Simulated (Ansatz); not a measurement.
**Question.** Each is relaxed and computed with plane-wave PAW PBEsol (Ansatz code). Which is the only metal?
A. SiC, P6_422 (Si on 3c, C on 3d)
B. SiRu2, Pnma (Si on 4c, Ru on 4c, Ru on 4c)
C. YF3, Pnma (Y on 4c, F on 8d, F on 4c)
D. SiCO4, I-4 (Si on 2a, C on 2c, O on 8g)

**Answer.** B, SiRu2, Pnma (Si on 4c, Ru on 4c, Ru on 4c). SiRu2: metal; SiC: gap 0.77 eV (indirect); SiCO4: gap 6.96 eV (indirect); YF3: gap 7.89 eV. Typed or built starts, not in the databases checked: SiC, P6_422 (Si on 3c, C on 3d); SiCO4, I-4 (Si on 2a, C on 2c, O on 8g). Not the usual ambient phase: SiC, P6_422 (Si on 3c, C on 3d). Standing as an ambient phase not checked: SiRu2, Pnma (Si on 4c, Ru on 4c, Ru on 4c); YF3, Pnma (Y on 4c, F on 8d, F on 4c). All cells were relaxed under the symmetry of their starts (and spin orders); stability against distortions was not tested throughout. Rows with no word on spin ran without spin polarisation. Scalar-relativistic: spin–orbit coupling is off unless named, which matters more the heavier the elements.

Potentials: the later of the program's two PAW sets.
